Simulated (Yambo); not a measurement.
Absorption of Ba2MgMoO6 (space group Fm-3m, No. 225) with and without the electron-hole interaction (Yambo, PBEsol bands; 4×4×4 mesh, 17 valence and 6 conduction bands, static screening with 91 bands and a 3 Ry block, scissor 1.48 eV, Tamm-Dancoff; field along x).

```
E (eV)  Im ε, BSE  Im ε, independent quasiparticles
------  ---------  --------------------------------
1.70         0.06                              0.07
1.80         0.07                              0.07
1.90         0.08                              0.08
2.00         0.08                              0.09
2.10         0.09                              0.09
2.20         0.10                              0.10
2.30         0.11                              0.11
2.40         0.13                              0.12
2.50         0.15                              0.13
2.60         0.18                              0.14
2.70         0.21                              0.15
2.80         0.27                              0.17
2.90         0.35                              0.19
3.00         0.49                              0.21
3.10         0.77                              0.24
3.20         1.31                              0.28
3.30         1.93                              0.32
3.40         1.75                              0.38
3.50         1.67                              0.47
3.60         2.05                              0.59
3.70         2.42                              0.79
3.80         2.91                              1.14
3.90         2.80                              1.77
4.00         2.65                              2.55
4.10         2.64                              3.21
4.20         2.71                              4.30
4.30         2.38                              5.67
4.40         1.85                              6.65
4.50         1.61                              6.16
4.60         1.47                              5.41
4.70         1.33                              5.60
4.80         1.19                              6.53
4.90         1.14                              7.02
5.00         1.26                              6.91
5.10         1.53                              6.81
5.20         1.89                              6.90
5.30         2.02                              6.64
5.40         1.83                              5.71
5.50         1.55                              4.76
5.60         1.54                              4.14
5.70         1.87                              3.50
5.80         2.59                              3.00
5.90         2.71                              2.84
6.00         1.99                              2.39
6.10         1.39                              1.98
6.20         1.07                              1.74
6.30         0.86                              1.42
6.40         0.76                              1.26
6.50         0.77                              1.16
6.60         0.87                              1.05
6.70         1.08                              0.84
6.80         1.50                              0.69
6.90         2.36                              0.66
7.00         3.64                              0.69
7.10         3.82                              0.73
7.20         3.12                              0.78
7.30         3.08                              0.94
7.40         3.21                              1.22
7.50         3.24                              1.39
7.60         3.12                              1.41
7.70         2.78                              1.61
7.80         2.75                              1.95
```

The scissor comes from a G0W0 run whose convergence isn't established. Broadening 0.15 eV. The band window holds all transitions up to 7.8 eV. Fine structure above the onset can come from the mesh.

Spin-orbit splittings are left out.

Geometry of the Materials Project entry, not relaxed at this level; primitive cell a = b = c = 5.8070 Å, α = β = γ = 60.00°.

The structure is a Materials Project entry; no match was found in the copy of COD used, and its stability was not checked.
